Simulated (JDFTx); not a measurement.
Reference run:

```json
{
  "surface": "Ag(110)",
  "bulk": "Ag, Fm-3m, lattice of mp-124 (not re-optimised)",
  "slab": "5 atoms in 5 planes, 1x1, 5.8 Å between the outermost planes",
  "in-plane cell": "4.104 × 2.902 Å, 11.91 Å²",
  "cell_height": "21.8 Å",
  "sampling": "6×8×1 k mesh, Fermi smearing 0.01 Ha, no spin polarisation"
}
```

Reference level: PBE, GBRV ultrasoft potentials, plane waves to 20/100 Ha, in a modified build of JDFTx. Unrelaxed; liquid: linear PCM (GLSSA13), water, 1 M NaCl. Potentials refer to SHE, placed 4.44 V below the bulk liquid's zero by convention.

| run | F per atom, vacuum (eV) | TS per atom (eV) | k states | plane waves per k | work function (eV) | U_pzc (V) |
|---|---|---|---|---|---|---|
| run 1 | -4016.347 | 0.330 | 20 | 7489 | 4.36 | -0.33 |
| run 2 (reference) | -4016.234 | 0.071 | 20 | 7489 | 4.20 | -0.46 |
| run 3 | -4016.207 | 0.018 | 20 | 7489 | 4.21 | -0.44 |
| run 4 | -4016.201 | 0.007 | 20 | 7489 | 4.25 | -0.40 |

### Question
One setting differs between these runs. Which?
A) slab thickness
B) Fermi smearing width
C) cell height
D) plane-wave cutoffs

### Answer
B, Fermi smearing width. The values, in order: 0.02 Ha; 0.01 Ha; 0.005 Ha; 0.003 Ha.
